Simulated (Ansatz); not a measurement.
MgO:
```cif
data_MgO
_chemical_formula_sum 'Mg1 O1'
_space_group_name_H-M_alt 'P 1'
_space_group_IT_number 1
_cell_length_a 2.97516
_cell_length_b 2.97516
_cell_length_c 2.97516
_cell_angle_alpha 60.000
_cell_angle_beta 60.000
_cell_angle_gamma 60.000
loop_
_space_group_symop_operation_xyz
  'x, y, z'
loop_
_atom_site_label
_atom_site_type_symbol
_atom_site_fract_x
_atom_site_fract_y
_atom_site_fract_z
_atom_site_occupancy
Mg1 Mg 0.00000 0.00000 0.00000 1
O1 O 0.50000 0.50000 0.50000 1
```

Relaxed with r²SCAN. Independent-particle spectrum: no excitons, no local fields, no scissors shift; 0.1 eV broadening; ε₁ of the summed bands alone.

Question: Tabulate the dielectric function from DFT-r²SCAN in the program Ansatz with PAW potentials.

Answer: 

```csv
E (eV),ε₁ xx,ε₂ xx
0.0,2.83,0.00
0.3,2.83,0.00
0.6,2.84,0.00
0.9,2.84,0.00
1.2,2.85,0.00
1.5,2.86,0.00
1.8,2.88,0.00
2.1,2.90,0.00
2.4,2.92,0.00
2.7,2.94,0.00
3.0,2.97,0.00
3.3,3.01,0.00
3.6,3.05,0.00
3.9,3.09,0.00
4.2,3.15,0.00
4.5,3.21,0.00
4.8,3.29,0.00
5.1,3.40,0.00
5.4,3.55,0.00
5.7,3.87,0.12
6.0,3.88,0.45
6.3,3.84,0.60
6.6,3.82,0.71
6.9,3.81,0.80
7.2,3.82,0.88
7.5,3.85,0.96
7.8,3.90,1.04
8.1,3.97,1.13
8.4,4.06,1.24
8.7,4.20,1.38
9.0,4.40,1.60
9.3,4.72,2.03
9.6,4.38,3.33
9.9,3.45,3.19
10.2,3.12,2.96
10.5,2.99,2.78
10.8,3.00,2.63
11.1,3.19,2.54
11.4,3.87,2.66
11.7,4.14,4.00
12.0,2.66,5.47
```

Question: From ε at 7.6 eV (xx: 3.86 + 0.98i), find n, k, the normal reflectivity and the absorption coefficient.

Answer: n = 1.98, k = 0.247, R = 11 %, α = 2kE/ħc = 190000 cm⁻¹.

With all bands, ε∞ without local fields is 2.96. DFPT, with local fields, gives 3.00.

Space group Fm-3m (rock salt). Symmetry was held in the r²SCAN relaxation; phonons on a q-mesh show no instability.

Potentials: the earlier of the program's two PAW sets.
